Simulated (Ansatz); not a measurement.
## InP, first-principles data

InP:
```yaml
crystal:
  lattice:
    - [7.17436, 0.00000, 0.00000]
    - [0.00000, 7.17436, 0.00000]
    - [0.00000, 0.00000, 4.16300]
  atoms:
    - { symbol: In, position: [0.32181, 0.67819, 0.00000] }
    - { symbol: In, position: [0.67819, 0.32181, 0.00000] }
    - { symbol: In, position: [0.82181, 0.82181, 0.50000] }
    - { symbol: In, position: [0.17819, 0.17819, 0.50000] }
    - { symbol: P, position: [0.31929, 0.31929, 0.00000] }
    - { symbol: P, position: [0.68071, 0.68071, 0.00000] }
    - { symbol: P, position: [0.18071, 0.81929, 0.50000] }
    - { symbol: P, position: [0.81929, 0.18071, 0.50000] }
```

Space group P4_2/mnm (No. 136); conventional cell a = b = 7.1744 Å, c = 4.1630 Å, α = β = γ = 90.00°.

Method: PBEsol (plane waves, PAW; program Ansatz). Geometry: relaxed at this level of theory. Other levels are named where they apply.

Cell and energy:

- Volume per atom = 26.78 Å³
- Density = 4.52 g/cm³
- Formation energy from the elements (no fitted shifts) = -0.14 eV/atom

Electronic structure:

- Band gap = 0.71 eV (smallest direct gap 0.71 eV)
- Valence-band maximum = on the M–Γ line, 92 % of the way from M
- Conduction-band minimum = at Γ
- Electron effective mass = 0.056, 0.061, 0.061 mₑ (principal values)
- Electron effective mass with spin–orbit coupling = 0.056, 0.062, 0.062 mₑ (principal values)
- Hole effective mass = 0.20, 1.1, 1.5 mₑ (principal values)
- Hole effective mass with spin–orbit coupling = 0.12, 0.12, 1.1 mₑ (principal values)
- HSE06 gap on the PBEsol cell = 1.59 eV
- Gap with spin–orbit coupling = 0.69 eV

Mechanics:

- Bulk modulus (Birch–Murnaghan fit): 60.4 GPa
- Pressure derivative B′: 4.4
- Elastic constants (relaxed ions, GPa): C11 = 78.6, C12 = 52.7, C13 = 43.6, C33 = 119, C44 = 24.0, C66 = 24.8
- Mechanical stability: stable (all eigenvalues of C positive)
- Hill bulk and shear moduli: 61.2 and 22.6 GPa
- Young's modulus: 60.3 GPa
- Poisson's ratio: 0.34
- Debye temperature from the elastic constants: 250 K

Dielectric response:

* **Electronic dielectric constant ε∞ (DFPT)**: 10.5 (xx = yy), 10.3 (zz)
* **Born charges (a third of the trace)**: In +2.37, P -2.37 e

Phonons:

- Highest zone-centre frequency (without LO–TO term) = 42.4 meV
- Zone-centre stability = no imaginary mode at Γ

The start of the workflow was typed in or built on a structure type; neither database checked (COD, Materials Project) lists it. It is not the phase usual at ambient conditions (space group No. 216). The PBEsol relaxation kept the symmetry of its start. The volume moved by 20 % from the start of the relaxation. The references are the lowest solids computed at this level, not always the standard phases. Spin–orbit coupling is left out wherever it is not named.

Potentials: the later of the program's two PAW sets.
